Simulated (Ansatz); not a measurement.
Calculation for Sc$_{2}$S (CdCl2 type): DFT, PBE, all-electron LAPW, scalar-relativistic (Ansatz 0.2.0). This run: volume at 0.6 of the series' base cell.

The cell comes from a relaxation on PAW files under the same functional, begun from a prototype that needn't be the stable phase.

Command: `ansatz run input.yaml --threads 1 --pin off --max-ram 3072MiB --backend cpu --events-out ev --progress --plain --runs-dir out` It took 65 s on 1 thread of Intel(R) Xeon(R) Platinum 8375C CPU @ 2.90GHz (Ice Lake), on a shared host, peak memory 0.89 GiB.

```yaml
crystal:
  lattice:
    - [1.5655655238, -0.9038796766, 4.3793450835]
    - [0.0, 1.8077593532, 4.3793450835]
    - [-1.5655655238, -0.9038796766, 4.3793450835]
  atoms:
    - { symbol: S, position: [0.0, 0.0, 0.0] }
    - { symbol: Sc, position: [0.2342688736, 0.2342688736, 0.2342688736] }
    - { symbol: Sc, position: [0.7657311264, 0.7657311264, 0.7657311264] }
kpoints:
  mp_grid: { grid: [12, 12, 12] }
  band_path:
    path:
      - [0.0, 0.0, 0.0]
      - [0.5, 0.5, 0.5]
      - [0.804933771, 0.195066229, 0.5]
      - [0.5, -0.195066229, 0.195066229]
      - [0.5, 0.0, 0.0]
      - [0.0, 0.0, 0.0]
      - [0.3475331145, -0.3475331145, 0.0]
      - [0.6524668855, 0.0, 0.3475331145]
      - [0.5, 0.0, 0.5]
    npoints: 8
scf:
  occupations: { method: fermi_dirac, width: 0.05 }
hamiltonian:
  xc: pbe
  pseudopotentials: { kind: all_electron, lapw: { basis_error: 0.0005 } }
output:
  forces: true
  stress: true
  eigenvalues: true
  populations: true
```

Output:

```
S: projections on atomic orbitals take those of the free atom 1s2 2s2 2p6 3s2 3p4, of charge +0.00 (hamiltonian.pseudopotentials.projection_atoms)
Sc: projections on atomic orbitals take those of the free atom 1s2 2s2 2p6 3s2 3p6 3d1 4s2, of charge +0.00 (hamiltonian.pseudopotentials.projection_atoms)
LAPW: plane waves up to 9.270 Å⁻¹, error target 5.0e-4 eV per atom; small_component_spin mean_spin; S in spheres of 1.016 Å, 14 of its electrons in bands, Dirac shells []; Sc in spheres of 1.212 Å, 19 of its electrons in bands, Dirac shells [] (how accurate: hamiltonian.pseudopotentials.lapw.basis_error, Limitations)
Engine: ansatz 0.2.0
Pseudopotentials: kind: all_electron
Pseudopotential: S, LAPW, valence charge 14, lapw/all_electron/scalar/gaussian/S, Koelling and Harmon's equation, gaussian nucleus
Pseudopotential: Sc, LAPW, valence charge 19, lapw/all_electron/scalar/gaussian/Sc, Koelling and Harmon's equation, gaussian nucleus
Functional definition: PBE
  parameter kappa = 0.804
  parameter beta = 0.06672455060314922
  exchange = pbe_x(kappa = kappa, mu = beta*pi^2/3)
  correlation = pbe_c(beta = beta)
Crystal: 3 atoms, lattice volume = 37.183 Å³
Basis set: ecut = 327.4371007370563 eV, 505 PW (Γ), FFT grids on a1−a3, a2−a3, a3, exchange–correlation at level 2
Bands: 32, of which v1, the nominal top of the filled ones, is band 26 counted from 1 (25 counted from 0)
Symmetry: 12 space group operations
Space group: R-3m (ITA 166), of the structure as read, at distance tolerance 3.3e-5 Å
k-points: 189 of 1728
Non-local potential: S, projectors of the file, none
Non-local potential: Sc, projectors of the file, none
Initial density: superposition of atomic densities (chi_scale 0.1, normalization cell, long waves kept (reshape's long-wave potential 0.01 eV rms))
Initial wavefunctions: plane waves of lowest kinetic energy (no species holds an atomic orbital)
Functional: x = pbe(κ = 0.804, μ = 0.2195149727645171), c = pbe(β = 0.06672455060314922)
iter 1 solved again at ethr=5.63e-4 eV; its pass at ethr=1.00e-1 eV (dr2=2.93e-1 eV) is discarded
SCF iter   1: F=—  HF=-52452.856702 eV  |F-HF|=—  |Δ(HF+E_count)|=         —  Δρ=2.56e-2  dr2=2.94e-1  ethr=5.63e-4  ⟨swp⟩=2.7  Hψ=39335  notcnv=0
preconditioner: auto → Kerker (q_TF=auto, 2.885 Å⁻¹)  [metal: Δε(μ)=0.029 eV  Ē_g=19.452 eV  σ=0.050 eV  W_gap=0.14  n_scr=16 (ndim 8)  ℏωp=29.8 eV  f_vac=0.000  D(μ)=0.81/eV (n_scr^D=2)]
SCF iter   2: F=—  HF=-52452.797220 eV  |F-HF|=—  |Δ(HF+E_count)|=   5.95e-2  Δρ=1.62e-2  dr2=1.21e-1  ethr=5.63e-4  ⟨swp⟩=2.0  Hψ=19278  notcnv=0
SCF iter   3: F=—  HF=-52452.781178 eV  |F-HF|=—  |Δ(HF+E_count)|=   1.60e-2  Δρ=7.29e-3  dr2=2.60e-2  ethr=2.32e-4  ⟨swp⟩=2.0  Hψ=18761  notcnv=0
iter 4 solved again at ethr=3.02e-6 eV; its pass at ethr=4.99e-5 eV (dr2=1.57e-3 eV) is discarded
SCF iter   4: F=—  HF=-52452.776843 eV  |F-HF|=—  |Δ(HF+E_count)|=         —  Δρ=1.52e-3  dr2=1.57e-3  ethr=3.02e-6  ⟨swp⟩=2.0  Hψ=31745  notcnv=0
the basis was enlarged: its passes take 671.6 KiB over the memory plan, 1 of 1 planned eigensolver slots
SCF iter   5: F=—  HF=-52452.776157 eV  |F-HF|=—  |Δ(HF+E_count)|=   6.85e-4  Δρ=4.65e-4  dr2=1.05e-4  ethr=3.02e-6  ⟨swp⟩=2.6  Hψ=18346  notcnv=0
SCF iter   6: F=—  HF=-52452.776118 eV  |F-HF|=—  |Δ(HF+E_count)|=   3.92e-5  Δρ=2.08e-4  dr2=3.81e-5  ethr=2.02e-7  ⟨swp⟩=2.0  Hψ=18199  notcnv=0
SCF iter   7: F=—  HF=-52452.776111 eV  |F-HF|=—  |Δ(HF+E_count)|=   7.43e-6  Δρ=4.81e-5  dr2=2.38e-6  ethr=7.33e-8  ⟨swp⟩=3.0  Hψ=18724  notcnv=0
SCF iter   8: F=—  HF=-52452.776110 eV  |F-HF|=—  |Δ(HF+E_count)|=   7.19e-7  Δρ=1.39e-5  dr2=1.16e-7  ethr=4.57e-9  ⟨swp⟩=3.0  Hψ=18630  notcnv=0
SCF iter   9: F=-52452.776110 eV  HF=-52452.776110 eV  |F-HF|=8.13e-9  |Δ(HF+E_count)|=   1.01e-8  Δρ=4.56e-6  dr2=1.24e-8  ethr=2.23e-10  ⟨swp⟩=2.9  Hψ=18392  notcnv=0
SCF 1 converged in 9 iterations: F = -52452.776110 eV  dr2 = 1.24e-8
NSCF: frozen V_eff on 65 k-points
SCF converged after 9 iterations
Free energy (F): -52452.776110 eV
Harris-Foulkes:  -52452.776110 eV  (|F-HF|=8.13e-9)
Internal energy: -52452.768440 eV  (E = F + TS)
E sigma→0 (E₀):  -52452.772275 eV
Entropy (-TS):   -0.007670 eV (-2.557 meV/atom)
Fermi energy:    18.812520 eV
--- Per-component energies (eV) ---
  E_band       = -7362.808725
  E_kinetic    = 52921.852482
  E_xc         = -2843.935556
  E_electrostatic = -102530.685366  (all electrons and nuclei)
  E_smearing   = -0.007670  (= −TS)
  E_closure    = 0.000000  (closes the sum)
  E_atoms      = -52440.570029  (free atoms, spherical and without spin; not in F)
  Σ components = -52452.776110   (vs F -52452.776110, Δ=0.00e0)
  Basis errors (estimates in eV, not in F): energy 1.6e-4 per atom: plane waves 1.3e-4 (7.4e-5 summed), levels above the bands 6.9e-37, relativity 9.7e-9, radial functions 2.3e-5, core shells 1.7e-12; eigenvalues (radial functions only) 7.7e-7; not estimated: angular momenta, meshes, grids; target (lapw.basis_error) 5.0e-4; muffin-tin radii S 1.016 Å, Sc 1.212 Å
--- Forces (eV/Å), atoms counted from 1 ---
  atom   1  S      0.00000000     0.00000000    -0.00000000
  atom   2  Sc    -0.00000000     0.00000000    -0.01101912
  atom   3  Sc     0.00000000    -0.00000000     0.01101912
  max |Σ_I F_I| component: 1.85e-17 eV/Å
--- Stress (GPa, compression-positive) ---
       88.783705      -0.000000      -0.000000
       -0.000000      88.783705       0.000000
       -0.000000       0.000000      88.751143
  P = ⅓ Tr σ = 88.7729 GPa (887.729 kbar)
--- Band table (eV; the first three rows and the last of 189) ---
  k-point 0: bands = ["-447.8039", "-447.8039", "-361.7159", "-361.7159", "-361.7124", "-361.7124", "-361.7124", "-361.7124", "-187.7975", "-132.5592", "-132.5380", "-132.5380", "-29.7557", "-29.1809", "-9.4033", "-8.2675", "-8.2675", "-7.7923", "-7.7923", "-7.7067", "3.3067", "11.8582", "14.4986", "14.4986", "17.5936", "18.6230", "18.6230", "21.4893", "21.4893", "21.6255", "22.1856", "23.2135"]
  k-point 1: bands = ["-447.8039", "-447.8039", "-361.7159", "-361.7159", "-361.7124", "-361.7124", "-361.7124", "-361.7124", "-187.7975", "-132.5592", "-132.5380", "-132.5380", "-29.7407", "-29.1841", "-9.3691", "-8.3360", "-8.2807", "-7.8545", "-7.7998", "-7.6974", "3.4047", "11.9568", "14.1845", "14.4936", "17.7265", "18.5503", "18.7536", "20.9424", "21.5143", "21.7844", "22.4299", "23.2474"]
  k-point 2: bands = ["-447.8039", "-447.8039", "-361.7159", "-361.7159", "-361.7124", "-361.7124", "-361.7124", "-361.7124", "-187.7975", "-132.5592", "-132.5380", "-132.5380", "-29.6982", "-29.1946", "-9.2736", "-8.4997", "-8.3160", "-8.0180", "-7.8206", "-7.6973", "3.6654", "12.2195", "13.5223", "14.4776", "17.8647", "18.3278", "19.1146", "20.2617", "21.6461", "21.7777", "22.6657", "23.1998"]
  k-point 188: bands = ["-447.8039", "-447.8039", "-361.7159", "-361.7159", "-361.7124", "-361.7124", "-361.7124", "-361.7124", "-187.7975", "-132.5592", "-132.5380", "-132.5380", "-29.6860", "-29.2570", "-8.8523", "-8.3818", "-8.2330", "-8.2330", "-7.8325", "-7.8325", "3.8763", "11.3990", "15.0118", "15.0118", "16.8083", "19.0120", "19.0120", "20.3650", "20.3650", "21.2857", "21.2857", "21.4184"]
--- Löwdin populations: 3 sites ---
  site symbol       q [e]
     0      S     15.7882
     1     Sc     20.9725
     2     Sc     20.9725
  spilling = 0.004599 (of n_electrons = 58.000000)
```

populations.tsv:

```
# site	symbol	l	j	q
# orbitals = lowdin
# n_electrons = 58.000000
# spilling = 0.004599
# projection_atom_S: 1s2 2s2 2p6 3s2 3p4
# projection_atom_Sc: 1s2 2s2 2p6 3s2 3p6 3d1 4s2
0	S	0_1S	-	1.999733
0	S	0_2S	-	1.981951
0	S	0_3S	-	1.500569
0	S	1_2P	-	5.997538
0	S	1_3P	-	4.308416
1	Sc	0_1S	-	1.999944
1	Sc	0_2S	-	1.996718
1	Sc	0_3S	-	1.919665
1	Sc	0_4S	-	0.507825
1	Sc	1_2P	-	5.999922
1	Sc	1_3P	-	5.957038
1	Sc	2_3D	-	2.591405
2	Sc	0_1S	-	1.999944
2	Sc	0_2S	-	1.996718
2	Sc	0_3S	-	1.919665
2	Sc	0_4S	-	0.507825
2	Sc	1_2P	-	5.999922
2	Sc	1_3P	-	5.957038
2	Sc	2_3D	-	2.591405
```
